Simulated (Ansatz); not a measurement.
Relaxed TiB$_{2}$ (AlB2 type, space group P6/mmm):

```
CELL_PARAMETERS angstrom
      3.03199     0.00000     0.00000
     -1.51599     2.62578     0.00000
      0.00000     0.00000     3.22435
ATOMIC_POSITIONS crystal
  Ti 0.00000 0.00000 0.00000
  B  0.33333 0.66667 0.50000
  B  0.66667 0.33333 0.50000
```

In this cell atom 3 (B, nearest neighbour B at 1.751 Å; its periodic images, 3.0 Å or more away, move with it) is moved by s along Cartesian [110], unit vector (0.707, 0.707, 0.000); all other atoms and the cell stay fixed.

These are PBE (plane waves to 420 eV, PAW, scalar-relativistic; Ansatz, a program for electronic structure) values and carry that method's errors. k mesh 14×14×12 (Γ-centred), Fermi-Dirac smearing 0.05 eV. Left out: 1 of 11 points, with atoms too close for the PAW data. With partly filled bands, energies and forces of such displacements shift with the k mesh and the smearing. F∥ is the force on the atom along that direction. TiB2 is run without spin polarisation. TiB2 was relaxed with its symmetry unable to fall. 

```tsv
s (Å)	F∥ (eV/Å)
-0.530	8.156
-0.424	6.835
-0.318	5.290
-0.212	3.637
-0.106	1.893
0.000	0.000
0.106	-2.184
0.212	-4.925
0.318	-8.538
0.424	-13.488
```

### Question
What is the force constant k = d²E/ds² of this move at s = 0?

### Answer
18.9 eV/Å². The forces along the line at the two nearest points give (1.893 − (-2.184)) / (2·0.106) = 19.23 eV/Å²; the next pair corrects for the finite step.

(A displaced cell: forces are minus the slopes of the energy, force constants its curvatures, and phonons follow from these.)
